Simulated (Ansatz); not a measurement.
Starting cell, SnO (litharge type, space group P4/nmm):

```
CELL_PARAMETERS angstrom
      3.79340     0.00000     0.00000
      0.00000     3.79340     0.00000
      0.00000     0.00000     4.76489
ATOMIC_POSITIONS crystal
  Sn 0.50000 0.00000 0.24057
  Sn 0.00000 0.50000 0.75943
  O  0.00000 0.00000 0.00000
  O  0.50000 0.50000 0.00000
```

In this cell atom 2 (Sn, nearest neighbour O at 2.216 Å; its periodic images, 3.8 Å or more away, move with it) is moved by s along Cartesian [110], unit vector (0.707, 0.707, 0.000); all other atoms and the cell stay fixed.

Computed with r2SCAN+rVV10 (plane waves to 500 eV, PAW, scalar-relativistic; Ansatz, a first-principles code). k mesh 7×7×6 (Γ-centred), Fermi-Dirac smearing 0.05 eV. E stands for the smeared free energy. With partly filled bands, energies and forces of such displacements shift with the k mesh and the smearing. At this level the bands of SnO touch or barely overlap; measurements give the solid a gap. SnO was relaxed with its symmetry unable to fall. ΔE is measured from the undisplaced structure. The last digit holds for this mesh only.

```json
[
 {"s (Å)": "-0.660", "ΔE (meV/cell)": "1239.2"},
 {"s (Å)": "-0.528", "ΔE (meV/cell)": "768.7"},
 {"s (Å)": "-0.396", "ΔE (meV/cell)": "withheld"},
 {"s (Å)": "-0.264", "ΔE (meV/cell)": "179.1"},
 {"s (Å)": "-0.132", "ΔE (meV/cell)": "43.7"},
 {"s (Å)": "0.000", "ΔE (meV/cell)": "0.0"},
 {"s (Å)": "0.132", "ΔE (meV/cell)": "43.7"},
 {"s (Å)": "0.264", "ΔE (meV/cell)": "179.1"},
 {"s (Å)": "0.396", "ΔE (meV/cell)": "withheld"},
 {"s (Å)": "0.528", "ΔE (meV/cell)": "768.7"},
 {"s (Å)": "0.660", "ΔE (meV/cell)": "1239.2"}
]
```

**Question.** Fit an even polynomial form (powers 2, 4, 6) to the given rows and predict ΔE at s = 0.396.

**Answer.** Least squares on the 9 given rows: ΔE = (2489)·s² + (1222)·s⁴ + (-929.9)·s⁶, in meV/cell with s in Å; root-mean-square residual 0.02 meV/cell. At 0.396 the fit gives 416.8 meV/cell; the calculation gives 416.9 meV/cell, so the interpolation is off by -0.1 (-0.0 %). The quadratic term alone would give 390.3 meV/cell.

(A displaced cell: forces are minus the slopes of the energy, force constants its curvatures, and phonons follow from these.)
